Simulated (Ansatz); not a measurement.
MgI2:
Space group P-3m1 (No. 164); a = b = 4.0764 Å, c = 6.6890 Å, α = β = 90.00°, γ = 120.00°

| atom | site | symmetry | x | y | z |
|---|---|---|---|---|---|
| Mg | 1a | -3m. | 0.0000 | 0.0000 | 0.0000 |
| I | 2d | 3m. | 0.3333 | 0.6667 | 0.2477 |

Relaxed at zero pressure with DFT-LDA in the program Ansatz with PAW potentials.

Question: The volume is raised by 9 % and shape and atoms relax at that volume. What pressure results, and how do the axes share the change?

Answer: -0.8 GPa; a 1.0 %, b 1.0 %, c 6.9 %; the energy rises by 10 meV/atom.

Question: Give the new structure.

Answer: 
Space group P-3m1 (No. 164); a = b = 4.117 Å, c = 7.148 Å, α = β = 90.00°, γ = 120.00°

```json
[
 {"atom": "Mg", "site": "1a", "symmetry": "-3m.", "x": "0.0000", "y": "0.0000", "z": "0.0000"},
 {"atom": "I", "site": "2d", "symmetry": "3m.", "x": "0.3333", "y": "0.6667", "z": "0.2314"}
]
```

The phase is kept; no other phase was compared at this pressure.

Symmetry was held in the LDA relaxation; phonons on a q-mesh show no instability. A crystal of weakly bound layers computed without a dispersion correction: the cell and the soft elastic constants depend strongly on that. Scalar-relativistic: spin–orbit coupling is off unless named, which matters more the heavier the elements.

Potentials: the later of the program's two PAW sets.
